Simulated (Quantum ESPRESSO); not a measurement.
Ti3Ga3TaMg, input and log of a self-consistent run

A calculation, not a measurement. The program is pw.x of Quantum ESPRESSO 7.5 (plane-wave density functional theory). The cell is made up: eight metal atoms on a hexagonal close-packed lattice, with elements, volume, strain and displacements drawn at random and not relaxed, so it may be unstable or far from any real phase. PseudoDojo standard norm-conserving files set the functional (PBE unless stated); there is no spin polarisation or spin-orbit coupling, the Fermi-Dirac width of 0.25 eV means electrons at about 2900 K, and the masses in the input are unused placeholders. Heavy elements are run without spin-orbit coupling, which real alloys of them have. A spin test at this wide smearing found no moment, but such smearing suppresses magnetism that the real alloy may have.

Input:

```
&control calculation='scf', pseudo_dir='./dojo.nc.sr.pbe.v0_5.standard.upf', outdir='./o', disk_io='medium', tprnfor=.true., tstress=.true. /
&system ibrav=0, nat=8, ntyp=4, nbnd=62, ecutwfc=84.00895049, nosym=.true., tot_charge=0,
 occupations='smearing', smearing='fd', degauss=0.0183746611
/
&electrons conv_thr=1.470e-08, electron_maxstep=70, mixing_beta=0.5 /
ATOMIC_SPECIES
Ga 1.0 Ga.upf
Mg 1.0 Mg.upf
Ta 1.0 Ta.upf
Ti 1.0 Ti.upf
CELL_PARAMETERS angstrom
-2.9498 -0.0227 -0.0077
0.0393 5.0826 0.0391
1.4294 -2.6052 -9.5244
ATOMIC_POSITIONS angstrom
Ti -0.0137 -0.004 -0.0216
Ga -0.0152 1.6755 -2.3413
Ga -0.0029 -0.0597 -4.7715
Ta -0.0446 1.68 -7.0658
Ti -1.4337 2.569 0.0622
Ga -1.4565 4.1878 -2.3421
Ti -1.4818 2.5077 -4.7571
Mg -1.5004 -0.9063 -7.1445
K_POINTS automatic
8 5 3 1 1 1
```

The log is shortened where brackets say so; the opening notice, blank lines, dates and the lines on written files are dropped, and the path of the files is cut. It prints rydbergs, bohrs and kilobars, and counts compression as positive stress. Its total energy is the free energy E - TS of the whole cell.

```
     Program PWSCF v.7.5
     Parallel version (MPI & OpenMP), running on       1 processor cores
     Number of MPI processes:                 1
     Threads/MPI process:                     1
     [start-up lines left out]
     bravais-lattice index     =            0
     lattice parameter (alat)  =       5.5745  a.u.
     unit-cell volume          =     961.9246 (a.u.)^3
     number of atoms/cell      =            8
     number of atomic types    =            4
     number of electrons       =        98.00
     number of Kohn-Sham states=           62
     kinetic-energy cutoff     =      84.0090  Ry
     charge density cutoff     =     336.0358  Ry
     scf convergence threshold =      1.5E-08
     mixing beta               =       0.5000
     number of iterations used =            8  plain     mixing
     Exchange-correlation= PBE
                           (   1   4   3   4   0   0   0)
     [axes and pseudopotential details left out]
   Cartesian axes
     site n.     atom                  positions (alat units)
         1        Ti     tau(   1) = (  -0.0046442  -0.0013560  -0.0073223  )
         2        Ga     tau(   2) = (  -0.0051527   0.5679859  -0.7936886  )
         3        Ga     tau(   3) = (  -0.0009831  -0.0202380  -1.6175139  )
         4        Ta     tau(   4) = (  -0.0151192   0.5695113  -2.3952698  )
         5        Ti     tau(   5) = (  -0.4860169   0.8708777   0.0210855  )
         6        Ga     tau(   6) = (  -0.4937460   1.4196426  -0.7939598  )
         7        Ti     tau(   7) = (  -0.5023226   0.8500974  -1.6126324  )
         8        Mg     tau(   8) = (  -0.5086279  -0.3072310  -2.4219486  )
     number of k points=    60  Fermi-Dirac smearing, width (Ry)=  0.0184
                       cart. coord. in units 2pi/alat
        k(    1) = (  -0.0627555   0.0591183  -0.0772088), wk =   0.0333333
        k(    2) = (  -0.0632832   0.0575313   0.1296262), wk =   0.0333333
     [further k points left out]
     Dense  grid:   100091 G-vectors     FFT dimensions: (  36,  60, 120)
     Estimated max dynamical RAM per process >     170.96 MB
     Initial potential from superposition of free atoms
     starting charge      97.9855, renormalised to      98.0000
     Starting wfcs are   72 randomized atomic wfcs
     total cpu time spent up to now is       25.1 secs
     per-process dynamical memory:    98.7 Mb
     Self-consistent Calculation
     iteration #  1     ecut=    84.01 Ry     beta= 0.50
     Davidson diagonalization with overlap
     ethr =  1.00E-02,  avg # of iterations =  2.2
     Threshold (ethr) on eigenvalues was too large:
     Diagonalizing with lowered threshold
     Davidson diagonalization with overlap
     ethr =  8.79E-04,  avg # of iterations =  3.3
     total cpu time spent up to now is      177.6 secs
     total energy              =   -1063.54326822 Ry
     estimated scf accuracy    <       0.90132924 Ry
     iteration #  2     ecut=    84.01 Ry     beta= 0.50
     Davidson diagonalization with overlap
     ethr =  9.20E-04,  avg # of iterations =  8.9
     total cpu time spent up to now is      306.4 secs
     total energy              =   -1061.74358258 Ry
     estimated scf accuracy    <      61.17724306 Ry
     iteration #  3     ecut=    84.01 Ry     beta= 0.50
     Davidson diagonalization with overlap
     ethr =  9.20E-04,  avg # of iterations =  7.5
     total cpu time spent up to now is      401.0 secs
     total energy              =   -1063.89945453 Ry
     estimated scf accuracy    <       1.51310346 Ry
     iteration #  4     ecut=    84.01 Ry     beta= 0.50
     Davidson diagonalization with overlap
     ethr =  9.20E-04,  avg # of iterations =  3.9
     total cpu time spent up to now is      476.2 secs
     total energy              =   -1064.02395748 Ry
     estimated scf accuracy    <       0.15924664 Ry
     iteration #  5     ecut=    84.01 Ry     beta= 0.50
     Davidson diagonalization with overlap
     ethr =  1.62E-04,  avg # of iterations =  8.2
     total cpu time spent up to now is      573.3 secs
     total energy              =   -1064.01930930 Ry
     estimated scf accuracy    <       0.34376370 Ry
     [iterations 6 to 11 left out]
     iteration # 12     ecut=    84.01 Ry     beta= 0.50
     Davidson diagonalization with overlap
     ethr =  7.05E-09,  avg # of iterations =  3.6
     total cpu time spent up to now is     1053.4 secs
     total energy              =   -1064.05063969 Ry
     estimated scf accuracy    <       0.00000053 Ry
     iteration # 13     ecut=    84.01 Ry     beta= 0.50
     Davidson diagonalization with overlap
     ethr =  5.38E-10,  avg # of iterations =  5.0
     total cpu time spent up to now is     1127.4 secs
     total energy              =   -1064.05063970 Ry
     estimated scf accuracy    <       0.00000027 Ry
     iteration # 14     ecut=    84.01 Ry     beta= 0.50
     Davidson diagonalization with overlap
     ethr =  2.70E-10,  avg # of iterations =  5.1
     total cpu time spent up to now is     1204.7 secs
     total energy              =   -1064.05063962 Ry
     estimated scf accuracy    <       0.00000415 Ry
     iteration # 15     ecut=    84.01 Ry     beta= 0.50
     Davidson diagonalization with overlap
     ethr =  2.70E-10,  avg # of iterations =  3.5
     total cpu time spent up to now is     1276.8 secs
     total energy              =   -1064.05063977 Ry
     estimated scf accuracy    <       0.00000006 Ry
     iteration # 16     ecut=    84.01 Ry     beta= 0.50
     Davidson diagonalization with overlap
     ethr =  5.66E-11,  avg # of iterations =  3.7
     total cpu time spent up to now is     1347.8 secs
     End of self-consistent calculation
     [lines on levels left out]
!    total energy              =   -1064.05063977 Ry
     estimated scf accuracy    <          5.3E-09 Ry
     smearing contrib. (-TS)   =      -0.11234422 Ry
     internal energy E=F+TS    =   -1063.93829555 Ry
     The total energy is F=E-TS. E is the sum of the following terms:
     one-electron contribution =    -383.75637525 Ry
     hartree contribution      =     246.54086530 Ry
     xc contribution           =    -223.42894561 Ry
     ewald contribution        =    -703.29383999 Ry
     convergence has been achieved in  16 iterations
     Forces acting on atoms (cartesian axes, Ry/au):
     atom    1 type  4   force =     0.00012859   -0.00138533   -0.01218646
     atom    2 type  1   force =     0.00131062    0.00476811    0.00473590
     atom    3 type  1   force =    -0.00166086    0.00677415    0.01008934
     atom    4 type  3   force =     0.00719262    0.00182560   -0.02712027
     atom    5 type  4   force =    -0.00473136    0.00551674   -0.01608346
     atom    6 type  1   force =     0.00029279   -0.00234510    0.00781378
     atom    7 type  4   force =    -0.00095547   -0.01959086    0.02825170
     atom    8 type  2   force =    -0.00157693    0.00443669    0.00449946
     Total force =     0.052362     Total SCF correction =     0.000380
     Computing stress (Cartesian axis) and pressure
          total   stress  (Ry/bohr**3)                   (kbar)     P=      -12.00
  -0.00008771  -0.00005999  -0.00001345          -12.90       -8.83       -1.98
  -0.00005999   0.00006303  -0.00009351           -8.83        9.27      -13.76
  -0.00001345  -0.00009351  -0.00022015           -1.98      -13.76      -32.38
     init_run     :     23.07s CPU     24.98s WALL (       1 calls)
     electrons    :   1247.29s CPU   1322.65s WALL (       1 calls)
     forces       :     10.81s CPU     10.94s WALL (       1 calls)
     stress       :     42.72s CPU     43.04s WALL (       1 calls)
     [timing details left out]
     PWSCF        :  22m 4.27s CPU  23m22.48s WALL
     JOB DONE.
```

In other units: free energy -14477.146 eV for the cell, pressure -1.20 GPa, largest force component 0.726 eV/Å in size. The run took 1404 s of wall time with one process on a shared machine (AMD EPYC, Zen 5, virtual cores), so the time is rough. A rerun of this cell at a higher cutoff and on a denser mesh moved values by no more than 0.006 eV in energy, 0.07 GPa in stress and 0.011 eV/Å in force, and a second program with other atomic files agreed on that cell to 2 % rms in force and 0.5 GPa in pressure.